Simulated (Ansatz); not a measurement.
## HfC: levels with and without spin–orbit coupling

```yaml
crystal:
  lattice:
    - [0.00000, 2.31714, 2.31714]
    - [2.31714, 0.00000, 2.31714]
    - [2.31714, 2.31714, 0.00000]
  atoms:
    - { symbol: Hf, position: [0.00000, 0.00000, 0.00000] }
    - { symbol: C, position: [0.50000, 0.50000, 0.50000] }
```

Atoms are numbered in the order listed.

Conventional cell: a = 4.634 Å, b = 4.634 Å, c = 4.634 Å, α = 90.00°, β = 90.00°, γ = 90.00°. Hf (atom 1) has 6 C at 2.32 Å as nearest neighbours. C (atom 2) is surrounded by 6 Hf at 2.32 Å.

The cell is the one relaxed in the Materials Project (mp-21075), not relaxed further here; entries there can be hypothetical.

Levels of theory: DFT, LDA, all-electron LAPW, scalar-relativistic (Ansatz 0.2.0); DFT, LDA, all-electron LAPW, Dirac equation with spin-orbit coupling (Ansatz 0.2.0).

Sampling and basis: a Γ-centred 14×14×14 k mesh, Fermi–Dirac smearing of 0.05 eV, basis error target 0.5 meV/atom, no spin polarisation.

Levels between -8 and 3 eV, each run counted from its own valence-band top where it has a gap, else its Fermi level. Scalar levels are listed once for both spins; with the coupling every spinor state is counted. Levels near the edges of the range can cross them.

(1) At Γ (0.000, 0.000, 0.000) the scalar-relativistic levels are 1.10 (×3), 1.29 (×3). What are they with spin–orbit coupling?

(2) At L (0.500, 0.500, 0.500) the scalar-relativistic levels are -6.20, -3.04 (×2). What are they with spin–orbit coupling?

(3) At X (0.500, 0.000, 0.500) the scalar-relativistic levels are -2.53, -1.87, -0.01 (×2). What are they with spin–orbit coupling?

Results:

(1) 0.91 (×2), 1.10 (×4), 1.14 (×4), 1.43 (×2).

(2) -6.24 (×2), -3.14 (×2), -3.05 (×2).

(3) -2.69 (×2), -1.92 (×2), -0.21 (×2), 0.14 (×2).
